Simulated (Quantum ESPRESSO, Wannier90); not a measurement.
# LiBr (rock salt): Wannier90 run

```xyz
2
Lattice="0.0000 2.7227 2.7227 2.7227 0.0000 2.7227 2.7227 2.7227 0.0000" Properties=species:S:1:pos:R:3 pbc="T T T"
Li     0.0000     0.0000     0.0000
Br     2.7227     2.7227     2.7227
```

Cell from Materials Project (mp-23259), symmetrised, no further relaxation. COD (Crystallography Open Database) has an entry of this formula and space group (matched by these alone). Computed values, not measurements, from PBEsol: Quantum ESPRESSO (norm-conserving PseudoDojo potentials, cutoff 60 Ry, no spin polarisation, no spin-orbit coupling) on a Γ-centred 10×10×10 mesh, then Wannier90. Density: 10×10×10 mesh, cold smearing 0.01 Ry. Spin-orbit coupling, left out, would split the p-like bands by a few tenths of an eV.

A tight-binding model is made by disentanglement and projection with no localisation steps (num_iter = 0), so the 8 orbitals stay atom-like: hydrogen-like Li: s;p; Br: s;p, axes along x, y, z; frozen window up to 6.39 eV relative to the valence-band maximum. It follows pw.x to 2.5 meV rms for states up to 5.9 eV relative to the valence-band maximum. Matrix elements depend on this choice of orbitals and windows.

What are the on-site energies relative to the valence-band maximum, and how fast do the hoppings decay?


| atom | orbitals | energy (eV) |
|---|---|---|
| Li1 | s | 7.38 |
| Li1 | pz px py | 8.66 |
| Br2 | s | -12.41 |
| Br2 | pz px py | 0.11 |

```
distance of the centres (Å)  largest modulus (eV)
---------------------------  --------------------
2–3                                           2.3
3–4                                          0.33
4–5                                         0.020
5–6                                          0.61
6–7                                         0.051
7–8                                         0.014
8–9                                         0.053
9–10                                       0.0060
10–11                                       0.012
11–12                                      0.0029
12–13                                      0.0040
```
